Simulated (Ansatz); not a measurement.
The start is a generated cell, C built in the diamond structure type. Cell shape, volume and atoms are optimised at zero target pressure with r2SCAN (plane waves to 500 eV, PAW, scalar-relativistic; Ansatz, a quantum-chemistry and plane-wave program). The first steps use a coarse 11×11×11 k-mesh.

Starting cell:
```yaml
crystal:
  lattice:
    - [0.00000, 1.78500, 1.78500]
    - [1.78500, 0.00000, 1.78500]
    - [1.78500, 1.78500, 0.00000]
  atoms:
    - { symbol: C, position: [0.50000, 0.50000, 0.50000] }
    - { symbol: C, position: [0.75000, 0.75000, 0.75000] }
```

Outcome: The space group stays Fd-3m (No. 227) (the run could not lower it); the end is diamond type, with 2 atoms in the primitive cell
Volume change: -0.8 %, from 5.69 to 5.64 Å³/atom
Shortest distances (start → end): The closest pairs of elements (up to four, under 3.6 Å), start → end: C–C 1.55 → 1.54 Å
Band gap at the end: 4.36 eV, indirect (valence top at Γ, conduction bottom at 71 % of the way from Γ to X) (no spin-orbit coupling)
Optimiser moves: 2

Final structure:

```cif
data_C8
_chemical_formula_sum 'C8'
_space_group_name_H-M_alt 'Fd-3m :1'
_space_group_IT_number 227
_space_group_name_Hall 'F 4d 2 3 -1d'
_cell_length_a 3.56026
_cell_length_b 3.56026
_cell_length_c 3.56026
_cell_angle_alpha 90.000
_cell_angle_beta 90.000
_cell_angle_gamma 90.000
loop_
_atom_site_label
_atom_site_type_symbol
_atom_site_symmetry_multiplicity
_atom_site_Wyckoff_symbol
_atom_site_fract_x
_atom_site_fract_y
_atom_site_fract_z
_atom_site_occupancy
C1 C 8 a 0.00000 0.00000 0.00000 1
```
(The calculation used a cell of 2 atoms; values per cell refer to that cell.)

Final values are on a 16×16×16 k-mesh of the relaxed cell. No spin polarisation in the result.

The run could not lose the symmetry of its start.

All atoms sit on sites fixed by symmetry, so only the cell could relax.
